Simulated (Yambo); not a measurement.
Consider the following.

```xyz
2
Lattice="0.0000 2.8375 2.8375 2.8375 0.0000 2.8375 2.8375 2.8375 0.0000" Properties=species:S:1:pos:R:3 pbc="T T T"
Br     2.8375     2.8375     2.8375
Ag     0.0000     0.0000     0.0000
```

Workflow: norm-conserving PBEsol (Quantum ESPRESSO, 82 Ry, with spin-orbit coupling), then G0W0 in Yambo (4×4×4 Γ-centred k mesh, bands 9 to 184 and a 8 Ry block in the screening, 184 bands in G with the Bruneval-Gonze terminator, plasmon pole fitted at 27.2 eV).

Q: Give the PBEsol and G0W0 gaps between the band edges found on this mesh, and say where the edges lie.

A: Edges: L → Γ. PBEsol: 0.41 eV; G0W0: 1.67 eV. Convergence of the G0W0 settings was not tested. 

Geometry relaxed with PBEsol.
